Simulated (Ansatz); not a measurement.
A trial cell of Ti3Ge8Mo, before relaxation:

```cif
data_structure
_symmetry_space_group_name_H-M 'C222'
_symmetry_Int_Tables_number 21
_cell_length_a 5.2397
_cell_length_b 8.9870
_cell_length_c 9.1343
_cell_angle_alpha 90.000
_cell_angle_beta 90.000
_cell_angle_gamma 90.000
_cell_volume 430.12
loop_
_atom_site_label
_atom_site_type_symbol
_atom_site_symmetry_multiplicity
_atom_site_Wyckoff_symbol
_atom_site_fract_x
_atom_site_fract_y
_atom_site_fract_z
_atom_site_occupancy
Ti1 Ti 4 k 0.25000 0.25000 0.75000 1
Ti2 Ti 2 d 0.00000 0.00000 0.50000 1
Ge1 Ge 8 l 0.25000 0.08263 0.25000 1
Ge2 Ge 4 h 0.50000 0.16737 0.50000 1
Ge3 Ge 4 g 0.50000 0.66737 0.00000 1
Mo1 Mo 2 b 0.50000 0.00000 0.00000 1
```

All numbers below come from Ansatz 0.2.0, DFT PBE, scalar-relativistic, plane waves, PAW. Cutoff 420 eV, Gaussian smearing, Γ-centred meshes. Cell and atoms relax first on a coarse mesh and then on a finer one. In between, the cell is made exact in the group found at 0.06 Å. In metals the finer mesh still leaves noise of several meV/atom or more. The steps can't lower the symmetry of their start. No spin polarisation in the relaxation; trial moments died out in a coarse test.

A guess keeps its type if space group and coordination stay and the shape of the cell changes little (axis ratios within about 15 %, angles within 6°); the volume may change.

Task: Will the relaxed cell still be of the starting type?

Result: It keeps its type. The symmetry stays C222 (No. 21). The volume per atom shrinks by 11.1 %, from 17.9 to 15.9 Å³. The shortest distance goes from 2.74 Å (Ge–Mo and Ti–Ge) to 2.63 Å (Ge–Ge). Counting neighbours within 15 % of an atom's shortest distance, the start has Ge 10, Mo 10, Ti 10 and the end Ge 10, Mo 10, Ti 10.

The zero of energy is the elements' standard structures at the same level; no fitted shifts are applied.

Task: At what energy does it end?

Result: −0.34 eV/atom. Whether it is stable depends on the other phases of the system, which aren't compared here.

The last run used a 10×10×4 mesh (in the run's order of axes) for its 12-atom cell and Gaussian smearing of 0.10 eV. A later test with randomly moved atoms came back to the same energy, though modes that don't fit the test's cell weren't probed.
